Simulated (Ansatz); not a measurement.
## SiO2: Field gradients at the nuclei

The cell is an entry of the Crystallography Open Database (COD), its atoms then relaxed with PBE in this cell.

```cif
data_SiO2
_symmetry_space_group_name_H-M 'P4_12_12'
_symmetry_Int_Tables_number 92
_cell_length_a 4.9717
_cell_length_b 4.9717
_cell_length_c 6.9223
_cell_angle_alpha 90.000
_cell_angle_beta 90.000
_cell_angle_gamma 90.000
loop_
_atom_site_label
_atom_site_type_symbol
_atom_site_symmetry_multiplicity
_atom_site_Wyckoff_symbol
_atom_site_fract_x
_atom_site_fract_y
_atom_site_fract_z
Si Si 4 a 0.3054 0.3054 0.0000
O O 8 b 0.2367 0.1168 0.1854
```

One atom of each set is listed.

Method: Kohn–Sham DFT in Ansatz, PBE, plane waves and PAW, scalar-relativistic, 420 eV cutoff, Γ-centred 5×5×4 k-points, Fermi–Dirac smearing 0.02 eV.

Conventions: |V_zz| ≥ |V_yy| ≥ |V_xx|, η = (V_xx − V_yy)/V_zz, C_Q = eQV_zz/h.

¹⁷O: I = 5/2, Q = -25.58 mb. Quadrupole moments are those of Pyykkö's year-2017 table.

Problem. Give the quadrupolar parameters of the distinct sites.

Solution. 

```
site  atoms                      first shell  V_zz (10²¹ V/m²)     η  C_Q (MHz)
  Si      4               4 O at 1.62–1.63 Å             -0.38  0.81          –
   O      8  2 Si at 1.62–1.63 Å, angle 143°              9.44  0.20      -5.84
```

At O V_zz runs parallel to the line that joins its two neighbours (within 1°).

Si has no stable isotope with a ground-state quadrupole moment in the table, so no C_Q is given.

The relaxation (6 steps) took 52 s of wall time (51 s of CPU time) and 0.51 GiB at its peak, on 1 thread of Intel Xeon Platinum 8259CL CPU @ 2.50GHz (Skylake/Cascade Lake) (x86_64; 44 cores open to the job, memory cap 2.5 GiB, no GPU), a shared host with a load of 0.5 a core.
